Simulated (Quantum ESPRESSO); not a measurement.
# Where does B sit best among Al sites?

These are calculations, not measurements. They come from pw.x of Quantum ESPRESSO 7.5, a plane-wave density functional program, with PseudoDojo standard norm-conserving files (v0.5 for PBE, v0.4.1 for LDA and PBEsol). The cells are made up: elements, strain and atom displacements were drawn at random, and nothing was relaxed. There is no spin polarisation, spin-orbit coupling or dispersion term.

The cell has 8 sites of a zincblende or diamond lattice. Sites 1 to 4 hold X X X X; sites 5 to 8 hold P P P P. Cell vectors in Å: (5.580, 0.038, 0.016); (0.038, 5.491, -0.060); (0.016, -0.060, 5.700). Settings: PBE, cutoff 1034 eV, 4 x 4 x 4 k mesh shifted by half a step, Fermi-Dirac smearing of 0.025 eV.

In each run one of the sites marked X holds B and the others hold Al; cell and positions stay the same. E is the free energy of the cell.

| site of the guest | first shell | mean distance (Å) | E above the lowest (eV) | P (GPa) | force on the guest (eV/Å) |
| --- | --- | --- | --- | --- | --- |
| 1 | P4 | 2.472 | 0.629 | -8.15 | 0.438 |
| 2 | P4 | 2.372 | 0.000 | -9.70 | 0.920 |
| 3 | P4 | 2.447 | 0.509 | -8.50 | 0.785 |
| 4 | P4 | 2.413 | 0.220 | -9.15 | 0.686 |

A rerun of one of these cells at 1317 eV and k mesh 6 x 6 x 6 moved values by no more than 0.006 eV in the cell's energy, 0.02 GPa in stress and 0.002 eV/Å in force.

## Reading the table

Site 2 is lowest, by 0.220 eV, over three times the rerun's bound. A straight line of energy against the mean distance has a slope of 6.5 ± 0.5 eV/Å, so the guest costs less on the tighter sites. The positions are random and not relaxed, so the differences hold for this frozen cell and are not site preferences of a real crystal.